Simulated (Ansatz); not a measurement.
# Property card for Li

Li:
```yaml
crystal:
  lattice:
    - [0.00000, 2.18757, 2.18757]
    - [2.18757, 0.00000, 2.18757]
    - [2.18757, 2.18757, 0.00000]
  atoms:
    - { symbol: Li, position: [0.00000, 0.00000, 0.00000] }
```

Space group Fm-3m (No. 225), fcc (Cu type); conventional cell a = b = c = 4.375 Å, α = β = γ = 90.00°.

Method: r²SCAN in the plane-wave PAW code Ansatz. Structure relaxed to zero pressure with the same functional. Other levels are named where they apply.

### Cell and energy

```
Property              Value
---------------  ----------
Volume per atom    20.94 Å³
Density          0.55 g/cm³
```

### Electronic structure

```
Property                                                                    Result
------------------------------------  --------------------------------------------
Electronic character                                             metallic (no gap)
Density of states at the Fermi level  0.48 states/eV per atom (mean over ±0.08 eV)
```

### Mechanics

```
Property                                                                       Value
--------------------------------------------  --------------------------------------
Bulk modulus (Birch–Murnaghan fit)                                          130 kbar
Pressure derivative B′                                                           3.3
Elastic constants (relaxed ions, GPa)             C11 = 15.4, C12 = 11.8, C44 = 10.2
Mechanical stability                          stable (all eigenvalues of C positive)
Hill bulk and shear moduli                                          13.0 and 5.2 GPa
Young's modulus                                                             13.7 GPa
Poisson's ratio                                                                 0.32
Debye temperature from the elastic constants                                   371 K
```

The workflow started from a Materials Project entry (that database holds measured and hypothetical structures alike); the Crystallography Open Database files this formula in space group No. 225, but the cells were not matched. It is not the phase usual at ambient conditions (space group No. 229). The r²SCAN relaxation kept the symmetry of its start; its stability against distortions is not shown here. As this level gives no gap, shear constants depend on the k-mesh and smearing (Fermi–Dirac, 0.1 eV here).

Potentials: the earlier of the program's two PAW sets.
